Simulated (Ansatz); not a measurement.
A distorted cell of InP (zinc blende):

```
InP
1.0
    0.00000     5.90731     5.90731
    2.95366     2.95366     5.90731
    2.95366     2.95366     0.00000
P In
2 2
Direct
  0.00000   0.77031   0.72969
  0.50000   0.72969   0.77031
  0.00000   0.00000   0.00000
  0.50000   0.00000   0.00000
```

Calculation: r2SCAN (plane waves to 500 eV, PAW, scalar-relativistic; Ansatz, a first-principles code). k mesh 10×10×10 (Γ-centred), Fermi-Dirac smearing 0.05 eV. Compression counts positive. InP was relaxed with its symmetry unable to fall. The PAW data are Ansatz's earlier set.

Question: What forces act on the atoms (eV/Å, Cartesian)?

Answer: 
| atom | Fx | Fy | Fz |
|---|---|---|---|
| P1 | 0.000 | 0.000 | -1.422 |
| P2 | 0.000 | 0.000 | 1.422 |
| In3 | 0.000 | 0.000 | 0.000 |
| In4 | 0.000 | 0.000 | 0.000 |

Question: Give the stress tensor in GPa and the pressure.

Answer: 
```
   0.76     0.00     0.00
   0.00     0.76     0.00
   0.00     0.00    -0.02
```
The pressure, a third of the trace, is 0.50 GPa.

(A displaced cell: forces are minus the slopes of the energy, force constants its curvatures, and phonons follow from these.)
